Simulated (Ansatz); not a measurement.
**NbAs: frozen-core PAW against all-electron methods**

```
Nb As
1.0
    -1.72585    1.72585    5.84000
     1.72585   -1.72585    5.84000
     1.72585    1.72585   -5.84000
Nb As
2 2
Direct
  0.75000 0.75000 0.00000
  0.50000 0.00000 0.50000
  0.16600 0.16600 0.00000
  0.91600 0.41600 0.50000
```

Atoms are numbered in the order listed.

Conventional cell: a = 3.452 Å, b = 3.452 Å, c = 11.680 Å, α = 90.00°, β = 90.00°, γ = 90.00°. Nb (atom 1) has 6 As at 2.60 to 2.63 Å as nearest neighbours. Around As (atom 3) lie 6 Nb at 2.60 to 2.63 Å.

The cell comes from COD entry 1537320, which wasn't checked; take it as a given geometry.

Methods: DFT, LDA, PAW with Ansatz's default frozen-core files, scalar-relativistic (Ansatz 0.2.0); DFT, LDA, all-electron LAPW, scalar-relativistic (Ansatz 0.2.0).

For PAW: a Γ-centred 15×15×15 k mesh, Fermi–Dirac smearing of 0.08 eV, cutoff 420 eV, no spin polarisation; the PAW files were made with PBE, and the program remakes their frozen cores for this functional. LAPW targets a basis error of 0.5 meV/atom. The Ansatz runs share mesh, smearing and spin set-up. Plane-wave (PAW) pressures include the program's estimate of the Pulay term.

Stress and pressure are positive in compression.

Levels count from the Fermi level.

```
                      quantity     PAW    LAPW
                pressure (GPa)   -5.54   -5.54
               stress xx (GPa)   -6.05   -6.05
               stress zz (GPa)   -4.53   -4.53
        force on Nb1, z (eV/Å)  -0.272  -0.272
        force on As3, z (eV/Å)   0.272   0.272
highest filled level at P (eV)  -0.536  -0.536
  lowest empty level at P (eV)   2.422   2.424
highest filled level at N (eV)  -0.055  -0.056
  lowest empty level at N (eV)   0.062   0.062
highest filled level at S (eV)  -0.144  -0.144
  lowest empty level at S (eV)   0.190   0.189
```
